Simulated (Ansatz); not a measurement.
YGa:
```
CELL_PARAMETERS angstrom
      2.16924    -5.42175     0.00000
      2.16924     5.42175     0.00000
      0.00000     0.00000     4.06582
ATOMIC_POSITIONS crystal
  Y  0.86147 0.13853 0.75000
  Y  0.13853 0.86147 0.25000
  Ga 0.57484 0.42516 0.75000
  Ga 0.42516 0.57484 0.25000
```

Relaxed with r²SCAN.

Q: Map the valence electron density (e/Å³), cut off at 1 on the plane through (0.861, 0.139, 0.750) spanned by u = [0, 0, 1] and v = [1, -1, 0] in lattice vectors, from r²SCAN (plane waves, PAW; program Ansatz).

A: x is the fraction of u, y of v (the angle between them is 90°; rows are the nearest grid lines); atoms in the plane: Y at (0.00, 0.00), Y at (0.50, 0.28), Ga at (0.00, 0.71), Ga at (0.50, 0.56).
```
|999994100000001499999|
|999951000000000159999|
|998410000000000014899|
|110000000000000000011|
|221110000000000011122|
|997421100000001124799|
|999942100000001249999|
|999953111000111359999|
|996432223333322234699|
|111122499999994221111|
|001113699999996311100|
|000012489999984210000|
|000001123333321100000|
|000000001111100000000|
|000000000111000000000|
|000000248999842000000|
|000013999999999310000|
|000013999999999310000|
|000001599999995100000|
|000000011222110000000|
|000000000000000000000|
|997410000000000014799|
|999952000000000259999|
|999994100000001499999|
```
Scale: ten equal steps from 0.058 (start of '0') to 1.00 (end of '9'), in the order '0123456789'; x runs from 0.000 to 1.00, y from 0.000 (bottom) to 1.00 (top).

The density is the valence pseudo-density with augmentation charge, so density and ELF within about 1 Å of a nucleus are not all-electron values.

Space group Cmcm. The workflow started from an entry of the Crystallography Open Database (COD). Whether it is the stable phase at ambient conditions was not checked. The r²SCAN relaxation kept the symmetry of its start; whether a distortion lowers the energy is not shown. The run is not spin-polarised.

Potentials: the later of the program's two PAW sets.
